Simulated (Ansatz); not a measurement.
# From a trial cell to the properties of BiP (CsCl-type structure)

The computed numbers are results of r²SCAN, scalar-relativistic (no spin polarisation) in the plane-wave PAW code Ansatz at 500 eV, Γ-centred 10×10×10 mesh, 0.05 eV Gaussian smearing. The datasets are Ansatz's generated set soft_2.

The structure was built from a prototype; whether the compound forms in it isn't claimed.

The first cell:

```cif
data_structure
_symmetry_space_group_name_H-M 'P 1'
_symmetry_Int_Tables_number 1
_cell_length_a 3.5596
_cell_length_b 3.5596
_cell_length_c 3.5596
_cell_angle_alpha 90.000
_cell_angle_beta 90.000
_cell_angle_gamma 90.000
_cell_volume 45.10
loop_
_atom_site_label
_atom_site_type_symbol
_atom_site_fract_x
_atom_site_fract_y
_atom_site_fract_z
_atom_site_occupancy
Bi1 Bi 0.00000 0.00000 0.00000 1
P1 P 0.50000 0.50000 0.50000 1
```

The steps in volume:

| run | level | k-mesh | kind | V (Å³/atom) | P (GPa) | E − E(final) (meV/atom) | gap on the mesh (eV) |
| --- | --- | --- | --- | --- | --- | --- | --- |
| 1 | PBE, 420 eV | 6×6×6 | fixed cell | 22.55 | 2.1 | – | metal |
| 2 | PBE, 420 eV | 6×6×6 | fixed cell | 22.87 | 1.0 | – | metal |
| 3 | PBE, 420 eV | 6×6×6 | fixed cell | 23.18 | 0.0 | – | metal |
| 4 | r²SCAN | 10×10×10 | fixed cell | 23.18 | -1.2 | 1.3 | metal |
| 5 | r²SCAN | 10×10×10 | fixed cell | 23.00 | -0.6 | 0.3 | metal |
| 6 | r²SCAN | 10×10×10 | fixed cell | 22.82 | 0.0 | 0.0 | metal |

At this volume the pressure is 0.00 GPa.

The final structure (symmetry read at 0.01 Å). It takes space group Pm-3m (No. 221, cubic). Conventional cell: a = 3.574 Å, b = 3.574 Å, c = 3.574 Å, α = 90.00°, β = 90.00°, γ = 90.00°. Bi (site symmetry m-3m) has 8 P at 3.09 Å as nearest neighbours. P (site symmetry m-3m) has 8 Bi at 3.09 Å as nearest neighbours. (Shells end 15 % past the nearest neighbour.)

```
atom  site  symmetry       x       y       z
  Bi    1a      m-3m  0.0000  0.0000  0.0000
   P    1b      m-3m  0.5000  0.5000  0.5000
```

- At the final geometry the gap, band path included, is zero (metallic).
- The equation of state gives B0 = 78 GPa and B0′ = 4.6.

These numbers lack spin–orbit coupling. A displaced or strained copy of the relaxed cell lay 36.9 meV/atom lower, so the structure isn't a true minimum at this level.
